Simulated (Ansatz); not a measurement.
SrCaLaBiO6: Electric field gradients

The cell is a Materials Project structure (computed, not necessarily an observed phase), taken as it stands.

Space group P-4n2 (No. 118); a = 5.9771, c = 8.6366 Å.

```
site  Wyckoff  site symmetry       x       y       z
  Sr       2d           2.22  0.5000  0.0000  0.2500
  Ca       2b           -4..  0.0000  0.0000  0.5000
  La       2c           2.22  0.0000  0.5000  0.2500
  Bi       2a           -4..  0.0000  0.0000  0.0000
  O9       4e            2..  0.0000  0.0000  0.2436
 O13       8i              1  0.3200  0.1570  0.9866
```

One atom of each set is listed.

Method: Kohn–Sham DFT in Ansatz, PBE, plane waves and PAW, scalar-relativistic, 420 eV cutoff, Γ-centred 4×4×3 k-points, Fermi–Dirac smearing 0.02 eV.

V_zz is the principal component of the electric field gradient with the largest magnitude, η = (V_xx − V_yy)/V_zz and C_Q = eQV_zz/h. ν_Q = 3|C_Q|/[2I(2I − 1)].

⁸⁷Sr: I = 9/2, Q = 305.0 mb; ⁴³Ca: I = 7/2, Q = -40.80 mb; ¹³⁹La: I = 7/2, Q = 206.0 mb; 209Bi: I = 9/2, Q = -516.0 mb; 17O: I = 5/2, Q = -25.58 mb. Q values from Pyykkö, Mol. Phys. 116, 1328 (2018).

Task: What field gradients does the calculation give at each kind of site?

Result: 

```csv
site,atoms,first shell,C_Q (MHz),η,ν_Q (MHz)
Sr,2,8 O at 2.69–2.99 Å,-63.2,1.00,2.63
Ca,2,6 O at 2.21–2.32 Å,1.29,0.00,0.092
La,2,8 O at 2.49–2.99 Å,161,0.70,11.5
Bi,2,6 O at 2.10–2.13 Å,67.1,0.00,2.80
O9,4,"1 Bi at 2.10 Å, 1 Ca at 2.21 Å, angle 180°; also 2 Sr at 2.99 Å, 2 La at 2.99 Å",-3.86,0.43,0.578
O13,8,"1 Bi at 2.13 Å, 1 Ca at 2.32 Å, 1 La at 2.49 Å, 1 Sr at 2.69 Å",-5.18,0.30,0.777
```

An axis of threefold or higher order runs through Ca and Bi, so V_zz lies along it and η is zero. At O9 V_zz points along the line of its two bonds (within 1°). At O13 V_zz points along its shortest bond, to Bi (within 3°).

Spin–orbit coupling is left out, which shifts gradients on Bi by a few per cent, and by more where contributions nearly cancel. Where η is near 1 the sign of V_zz means little.
